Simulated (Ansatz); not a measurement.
## Fields on a plane of La2O3 (A-La2O3 type, space group P-3m1)

```
CELL_PARAMETERS angstrom
      3.93527     0.00000     0.00000
     -1.96764     3.40805     0.00000
      0.00000     0.00000     6.12627
ATOMIC_POSITIONS crystal
  La 0.33333 0.66667 0.24614
  La 0.66667 0.33333 0.75386
  O  0.00000 0.00000 0.00000
  O  0.33333 0.66667 0.64612
  O  0.66667 0.33333 0.35388
```

The slice is a (-1 1 0 2) plane (indices of the conventional cell) through the point (0.000, 0.000, 0.000) (fractional), spanned by u = [110] and v = [1 -1 1] in vectors of this cell: u (3.94 Å) and v (9.16 Å, at 90° to u). It covers one period; positions are fractions (u, v).

Atoms on it: O at (0.00, 0.00). Other atoms lie within 1 Å of the plane.

The numbers are results of r2SCAN (plane waves to 500 eV, PAW, scalar-relativistic; Ansatz, an electronic-structure program), not measurements. k mesh 10×10×6. Near the nuclei the fields are pseudised (PAW); where an atom keeps semicore shells as valence, they peak there. La2O3 is run without spin polarisation. La2O3 was relaxed with its symmetry unable to fall.

```
|xx@%+.   .+%@x|
|@@@#-     -#@@|
|%#*=.     .=*#|
|::.   ...   .:|
|..   .=+=.   .|
|%#+. -*#*- .+#|
|@@%=.-#%#-.=%@|
|%@@#:-#%#-:#@@|
|x*@%::*%*::%@*|
|x*@%-.+*+.-%@*|
|%@@%: -=- :%@@|
|@@@*. .:. .*@@|
|*+=.       .=+|
|              |
|              |
|              |
|              |
|              |
|*+=.       .=+|
|@@@*. .:. .*@@|
|%@@%: -=- :%@@|
|x*@%-.+*+.-%@*|
|x*@%::*%*::%@*|
|%@@#:-#%#-:#@@|
|@@%=.-#%#-.=%@|
|%#+. -*#*- .+#|
|..   .=+=.   .|
|::.   ...   .:|
|%#*=.     .=*#|
|@@@#-     -#@@|
|xx@%+.   .+%@x|
|xx@%+.   .+%@x|
```
Scale: ten equal steps from 0.01 (start of ' ') to 0.87 (end of '@'), in the order ' .:-=+*#%@'. Values: electron localisation function (ELF). The map has 14 points along u (one character each, u = 0 at the left) and 32 along v (v = 0 in the bottom row). Points within 0.5 Å of a nucleus are blanked (x), as the pseudised field means little there.

```
|xxxx@#*+*#@xxx|
|xxx@@%***%@@xx|
|xx@@@%###%@@@x|
|###%%%%%%%%%##|
|..-+#%@@@%#+-.|
|   .+%@@@%+.  |
|xxx :*xxx*: xx|
|xxx  +xxx+  xx|
|xxxx =xxx= xxx|
|xxxx =#%#= xxx|
|xxx  +%@%+  xx|
|xx  :*%%%*:  x|
|   .=#%%%#=.  |
|::=+#%%%%%#+=:|
|###%%%%%%%%%##|
|%%%%%%%%%%%%%%|
|###%%%%%%%%%##|
|::=+#%%%%%#+=:|
|   .=#%%%#=.  |
|xx  :*%%%*:  x|
|xxx  +%@%+  xx|
|xxxx =#%#= xxx|
|xxxx =xxx= xxx|
|xxx  +xxx+  xx|
|xxx :*xxx*: xx|
|   .+%@@@%+.  |
|..-+#%@@@%#+-.|
|###%%%%%%%%%##|
|xx@@@%###%@@@x|
|xxx@@%***%@@xx|
|xxxx@#*+*#@xxx|
|xxxx@#*+*#@xxx|
```
Scale: ten equal steps from 1.00 (start of ' ') to 9.37 (end of '@'), in the order ' .:-=+*#%@'. Values: electrostatic potential energy of an electron, from the cell's mean, in eV. The map has 14 points along u (one character each, u = 0 at the left) and 32 along v (v = 0 in the bottom row). Points within 1 Å of a nucleus are blanked (x), as the pseudised field means little there. Values under 1 eV are set to 1. The zero, the cell's mean, hangs on the PAW cores.
